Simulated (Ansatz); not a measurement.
The start is a relaxed B cell displaced along its unstable phonon at q = Γ (358i cm⁻¹), largest move 0.15 Å. Cell shape, volume and atoms are optimised at zero target pressure with r2SCAN (plane waves to 500 eV, PAW, scalar-relativistic; Ansatz, a first-principles code). The first steps use a coarse 12×12×16 k-mesh.

Input geometry:
```
B
1.0
    3.00342     0.00000     0.00000
   -1.50171     2.60104     0.00000
    0.00000     0.00000     1.94805
B
2
Direct
  0.33333   0.66667   0.92300
  0.66667   0.33333   0.07700
```

| Property | Result |
|---|---|
| Largest initial force | 0.37 eV/Å, on B1, B2 (atoms numbered as listed) |
| Volume change | -16.1 %, from 7.61 to 6.38 Å³/atom |
| Relative to the parent | It does not go back: it reaches P-3m1 (No. 164), 0.17 eV/atom below the parent |
| Shortest distances (start → end) | The closest pairs of elements (up to four, under 3.6 Å), start → end: B–B 1.76 → 1.78 Å |
| Band gap at the end | zero (metallic) |
| Optimiser moves | 19 |

Relaxed structure:

```cif
data_B2
_chemical_formula_sum 'B2'
_space_group_name_H-M_alt 'P-3m1'
_space_group_IT_number 164
_space_group_name_Hall '-P 3 2"'
_cell_length_a 2.87387
_cell_length_b 2.87387
_cell_length_c 1.78456
_cell_angle_alpha 90.000
_cell_angle_beta 90.000
_cell_angle_gamma 120.000
loop_
_atom_site_label
_atom_site_type_symbol
_atom_site_symmetry_multiplicity
_atom_site_Wyckoff_symbol
_atom_site_fract_x
_atom_site_fract_y
_atom_site_fract_z
_atom_site_occupancy
B1 B 2 d 0.66667 0.33333 0.21622 1
```

Final values are on a 19×19×26 k-mesh of the relaxed cell. No spin polarisation in the result.

The run could not lose the symmetry of its start, so the end can be a saddle point.

The relaxed structure here is a generated cell of B: the first start was made by placing the elements on the sites of a structure type, and the end was not matched to a known phase here, so it may be hypothetical.
